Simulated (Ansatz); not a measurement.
## Computed properties of Sr₄P₂O

Sr₄P₂O:
```xyz
7
Lattice="-2.4019 2.4019 7.9990 2.4019 -2.4019 7.9990 2.4019 2.4019 -7.9990" Properties=species:S:1:pos:R:3 pbc="T T T"
Sr     0.0000     0.0000    10.7981
Sr     0.0000     0.0000     5.1999
Sr     0.0000     2.4019     0.0000
Sr     2.4019     0.0000     0.0000
P      0.0000     0.0000    13.8340
P      0.0000     0.0000     2.1640
O      0.0000     0.0000     7.9990
```

Space group I4/mmm (No. 139); conventional cell a = b = 4.804 Å, c = 15.998 Å, α = β = γ = 90.00°.

Method: plane-wave PAW r²SCAN (Ansatz code). Geometry: relaxed at this level of theory. Other levels are named where they apply.

### Cell and energy

```json
{
 "volume_per_atom": "26.37 Å³",
 "density": "3.85 g/cm³",
 "Formation energy from the elements (no fitted shifts)": "-1.78 eV/atom"
}
```

### Electronic structure

```json
{
  "band_gap": "1.57 eV (indirect)",
  "valence_band_maximum": "on the Γ–X line, 6 % of the way from Γ",
  "conduction_band_minimum": "at M",
  "smallest_direct_gap_on_the_standard_path": "1.64 eV",
  "electron_effective_mass": "0.23, 0.23, 0.85 mₑ (principal values)",
  "Electron effective mass with spin–orbit coupling": "0.23, 0.23, 0.85 mₑ (principal values)",
  "hole_effective_mass": "0.35, 4.9, 12 mₑ (principal values)",
  "Hole effective mass with spin–orbit coupling": "0.27, 2.5, 2.5 mₑ (principal values)",
  "HSE06 gap on the r²SCAN cell": "1.93 eV",
  "Gap with spin–orbit coupling": "1.56 eV"
}
```

### Mechanics

```json
{
 "Bulk modulus (Birch–Murnaghan fit)": "544 kbar",
 "Pressure derivative B′": "4.2",
 "Elastic constants (relaxed ions, GPa)": "C11 = 121, C12 = 17.9, C13 = 26.6, C33 = 106, C44 = 32.3, C66 = 31.5",
 "mechanical_stability": "stable (all eigenvalues of C positive)",
 "hill_bulk_and_shear_moduli": "54.5 and 37.0 GPa",
 "Young's modulus": "90.5 GPa",
 "Poisson's ratio": "0.22",
 "debye_temperature_from_the_elastic_constants": "343 K"
}
```

### Charges

```json
{
 "bader_charges": "Sr +1.42 to +1.46, P -2.11, O -1.53 e"
}
```

The workflow started from a Materials Project entry (that database holds measured and hypothetical structures alike); the Crystallography Open Database copy checked does not list it. Whether it is the stable phase at ambient conditions was not checked. Symmetry was held in the r²SCAN relaxation; its stability against distortions is not shown here. The references are the lowest solids computed at this level, not always the standard phases (solids in place of the gases). Scalar-relativistic: spin–orbit coupling is off unless named, which matters more the heavier the elements.

Potentials: the earlier of the program's two PAW sets. The files were generated under PBE; for other functionals the program regenerates the frozen cores, and for LDA and PBEsol the local potential too.
